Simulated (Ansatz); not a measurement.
# Two states of NiPtF6

```
Ni F Pt
1.0
     2.45420    1.41693    4.54002
    -2.45420    1.41693    4.54002
     0.00000   -2.83387    4.54002
Ni F Pt
1 6 1
Direct
  0.50000 0.50000 0.50000
  0.24200 0.62700 0.88200
  0.88200 0.24200 0.62700
  0.62700 0.88200 0.24200
  0.75800 0.37300 0.11800
  0.11800 0.75800 0.37300
  0.37300 0.11800 0.75800
  0.00000 0.00000 0.00000
```

Single point in Ansatz 0.2.0 with r2SCAN. Cutoff 500 eV, PAW datasets, 5×5×5 Γ-centred k mesh, fermi-dirac filling (width 0.1 eV).

State A: Ni1 up (collinear spin). State B: no moments (no spin polarisation).

Task: Compare the two self-consistent states.

Result: State A is lower by 233.4 meV an atom at zero smearing; in free energy at this smearing B lies +218.6 meV an atom from A.

| state | free energy (meV/atom) | largest moment in a small sphere (μB) | net moment (μB/cell) | gap on mesh (eV) | pressure (GPa) | largest force (eV/Å) |
| --- | --- | --- | --- | --- | --- | --- |
| A | 0.0 | 1.69 | 2.00 | 2.28 | 11.8 | 1.30 |
| B | 218.6 | 0.00 | 0.00 | metal | 11.5 | 1.72 |

Origin: a database entry at a rescaled volume. Caveats: no spin-orbit coupling, which can shift this gap by tenths of an eV; atoms or cell far from equilibrium; gaps of Fe, Co and Ni magnets come out low on these datasets; the Fermi level lies in a narrow band between gaps, which spin or distortion may split; the k mesh is coarse if the cell is a metal.
